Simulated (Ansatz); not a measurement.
A geometry of Ni away from equilibrium: step 2 of the relaxation of a relaxed Ni cell, doubled along one cell vector, shaken by Gaussian noise of σ = 0.08 Å a coordinate. The numbers are results of r2SCAN (plane waves to 500 eV, PAW, scalar-relativistic; Ansatz, a quantum-chemistry and plane-wave program), not measurements. Γ-centred k-mesh 16×16×8 on the run's cell (coarser than for final values), Fermi–Dirac smearing 0.05 eV.

```
CELL_PARAMETERS angstrom
      0.00266     1.74174     1.73720
      1.74334     0.00126     1.73861
      3.48511     3.48472     0.00408
ATOMIC_POSITIONS crystal
  Ni 0.44001 0.56593 0.21614
  Ni 0.51583 0.56486 0.70330
```
Spin-polarised start, with parallel moments on Ni.

**Question.** Which atoms carry the largest force, and which way does it point?

**Answer.** 0.69 eV/Å, on Ni1, Ni2 (atoms numbered as listed); on Ni1 its components are (-0.38, 0.01, 0.58).

**Question.** What is the pressure?

**Answer.** +1.2 GPa, compression positive.

**Question.** How far above the relaxed end point is this geometry?

**Answer.** 0.02 eV/atom; the path ends in Fm-3m (No. 225) (fcc (Cu type)).

Spin state reached: ferromagnetic (net 0.74 μB/atom), from parallel starting moments; other spin orders were not run from this start. r2SCAN tends to overstate moments in metals.

The run could not lose the symmetry of its start.
